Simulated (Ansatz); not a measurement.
# In (bct)

Method: LDA, scalar-relativistic; no spin polarisation; PAW, 420 eV, Γ-centred 18×18×18 mesh, 0.05 eV Gaussian smearing; code Ansatz. The datasets are Ansatz's generated set soft_2.

```cif
data_structure
_symmetry_space_group_name_H-M 'P 1'
_symmetry_Int_Tables_number 1
_cell_length_a 3.3279
_cell_length_b 3.3279
_cell_length_c 3.3279
_cell_angle_alpha 123.471
_cell_angle_beta 123.471
_cell_angle_gamma 84.086
_cell_volume 24.55
loop_
_atom_site_label
_atom_site_type_symbol
_atom_site_fract_x
_atom_site_fract_y
_atom_site_fract_z
_atom_site_occupancy
In1 In 0.00000 0.00000 0.00000 1
```

Problem. Which orbitals carry the states at the Fermi level, and how many states are there?

Solution. Within 0.1 eV of it: In 5p 67 %, In 5s 33 % (shares among the projected shells). The density of states at the Fermi level is about 0.4 states/eV per cell, averaged over 0.3 eV.

Density of states (tetrahedra, averaged over 0.3 eV; states/eV per cell of 1 atom; energy in eV from the Fermi level; projections on Löwdin-orthogonalised atomic orbitals, summed over sites):

| E | total | In 5p | In 5s |
| --- | --- | --- | --- |
| -7.60 | 0.22 | 0.12 | 0.10 |
| -7.30 | 0.23 | 0.13 | 0.10 |
| -7.00 | 0.25 | 0.14 | 0.10 |
| -6.70 | 0.26 | 0.14 | 0.11 |
| -6.40 | 0.27 | 0.15 | 0.12 |
| -6.10 | 0.28 | 0.15 | 0.12 |
| -5.80 | 0.29 | 0.16 | 0.13 |
| -5.50 | 0.31 | 0.16 | 0.14 |
| -5.20 | 0.32 | 0.17 | 0.15 |
| -4.90 | 0.34 | 0.17 | 0.17 |
| -4.60 | 0.37 | 0.17 | 0.20 |
| -4.30 | 0.39 | 0.16 | 0.22 |
| -4.00 | 0.37 | 0.15 | 0.21 |
| -3.70 | 0.34 | 0.14 | 0.20 |
| -3.40 | 0.35 | 0.15 | 0.19 |
| -3.10 | 0.36 | 0.17 | 0.19 |
| -2.80 | 0.37 | 0.18 | 0.18 |
| -2.50 | 0.35 | 0.20 | 0.14 |
| -2.20 | 0.36 | 0.22 | 0.13 |
| -1.90 | 0.37 | 0.24 | 0.12 |
| -1.60 | 0.36 | 0.25 | 0.10 |
| -1.30 | 0.40 | 0.29 | 0.11 |
| -1.00 | 0.48 | 0.34 | 0.13 |
| -0.70 | 0.49 | 0.34 | 0.14 |
| -0.40 | 0.46 | 0.31 | 0.14 |
| -0.10 | 0.41 | 0.27 | 0.13 |
| 0.20 | 0.40 | 0.26 | 0.13 |
| 0.50 | 0.47 | 0.32 | 0.14 |
| 0.80 | 0.48 | 0.33 | 0.13 |
| 1.10 | 0.48 | 0.33 | 0.13 |
| 1.40 | 0.47 | 0.33 | 0.12 |
| 1.70 | 0.49 | 0.35 | 0.12 |
| 2.00 | 0.50 | 0.36 | 0.11 |
| 2.30 | 0.52 | 0.39 | 0.11 |
| 2.60 | 0.53 | 0.40 | 0.10 |
| 2.90 | 0.55 | 0.42 | 0.10 |
| 3.20 | 0.57 | 0.44 | 0.09 |
| 3.50 | 0.58 | 0.46 | 0.09 |
| 3.80 | 0.63 | 0.51 | 0.08 |
| 4.10 | 0.65 | 0.53 | 0.07 |
| 4.40 | 0.64 | 0.52 | 0.07 |
| 4.70 | 0.62 | 0.51 | 0.06 |
| 5.00 | 0.63 | 0.51 | 0.06 |
| 5.30 | 0.62 | 0.51 | 0.05 |
| 5.60 | 0.60 | 0.49 | 0.05 |
| 5.90 | 0.58 | 0.48 | 0.04 |

With 13 valence electrons in the calculation's cell and no magnetic order, the bands, two electrons each, can't all be full or empty: band theory demands a metal. The relaxed cell is 6 % smaller in volume than the cell of this structure in the Crystallography Open Database (26.14 Å³/atom, 2006).
